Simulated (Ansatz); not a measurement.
SiP2O7 under strain: O-17 NMR of the central transition

Cell: a structure deposited in the COD, relaxed with PBE at fixed cell and then changed (x compressed by 1 %, ions relaxed).

```yaml
crystal:
  lattice:
    - [4.26116, 0.00000, 0.00000]
    - [0.00000, 7.15050, 0.00000]
    - [-1.48795, 0.00000, 6.11675]
  atoms:
    - { symbol: Si, position: [0.50000, 0.50000, 0.50000] }
    - { symbol: Si, position: [0.50000, 0.00000, 0.00000] }
    - { symbol: P, position: [0.88598, 0.61237, 0.18323] }
    - { symbol: P, position: [0.11402, 0.11237, 0.31677] }
    - { symbol: P, position: [0.11402, 0.38763, 0.81677] }
    - { symbol: P, position: [0.88598, 0.88763, 0.68323] }
    - { symbol: O, position: [0.64417, 0.48725, 0.25953] }
    - { symbol: O, position: [0.35583, 0.98725, 0.24047] }
    - { symbol: O, position: [0.35583, 0.51275, 0.74047] }
    - { symbol: O, position: [0.64417, 0.01275, 0.75953] }
    - { symbol: O, position: [0.73671, 0.79480, 0.08987] }
    - { symbol: O, position: [0.26329, 0.29480, 0.41013] }
    - { symbol: O, position: [0.26329, 0.20520, 0.91013] }
    - { symbol: O, position: [0.73671, 0.70520, 0.58987] }
    - { symbol: O, position: [0.18992, 0.64668, 0.36307] }
    - { symbol: O, position: [0.81008, 0.14668, 0.13693] }
    - { symbol: O, position: [0.81008, 0.35332, 0.63693] }
    - { symbol: O, position: [0.18992, 0.85332, 0.86307] }
    - { symbol: O, position: [0.00000, 0.50000, 0.00000] }
    - { symbol: O, position: [0.00000, 0.00000, 0.50000] }
```

Atom numbers follow the list; atoms alike are taken as one site, whose name carries the number of the first.

All values are calculated (Ansatz; DFT, PBE, plane waves and PAW (field gradients read without the response of the frozen cores, which leaves them typically 4 to 6 % off), scalar-relativistic, 420 eV cutoff, Γ-centred 5×3×4 k-points, Fermi–Dirac smearing 0.02 eV), not measured.

O-17 has I = 5/2 and Q = -25.58 mb (Pyykkö 2018); at 9.4 T its Larmor frequency is ν₀ = 54.3 MHz. Only the quadrupole interaction is simulated: positions count from each site's isotropic chemical shift, and J coupling is left out, as are shift anisotropy and dipolar coupling, which fast spinning averages.

Simulated pattern of one O site (fast magic-angle spinning, Gaussian broadening 1 kHz):

offset (kHz), height and a bar:
```
   -32.93          0 
   -31.95          1 
   -30.97          5 #
   -29.99          5 ##
   -29.01          6 ##
   -28.03          6 ##
   -27.05          6 ##
   -26.07          6 ##
   -25.09          6 ##
   -24.11          6 ##
   -23.13          7 ##
   -22.14          7 ##
   -21.16          8 ###
   -20.18         47 ##############
   -19.20         89 ###########################
   -18.22         61 ##################
   -17.24         49 ###############
   -16.26         44 #############
   -15.28         41 ############
   -14.30         40 ############
   -13.32         39 ############
   -12.34         40 ############
   -11.35         40 ############
   -10.37         42 #############
    -9.39         44 #############
    -8.41         48 ##############
    -7.43         54 ################
    -6.45         66 ####################
    -5.47        100 ##############################
    -4.49         93 ############################
    -3.51         10 ###
    -2.53          0
```

**Question.** Which |C_Q| and η does the pattern imply?

**Answer.** The pattern spans 27.4 kHz before broadening and its centre of gravity is at -12.7 kHz, which fixes P_Q; the places of the horns and steps fix η. That gives P_Q = 10.7 MHz, |C_Q| = 10.7 MHz and η = 0.04, the values that the calculation gives site O19 (2 P at 1.57 Å, angle 180°). The other sites have |C_Q| = 7.58, 8.75, 7.79 MHz. The sign of C_Q can't be read from the pattern.

At O19 V_zz points along the line of its two bonds (within 2°).

At this changed cell the PBE pressure is 8 GPa.
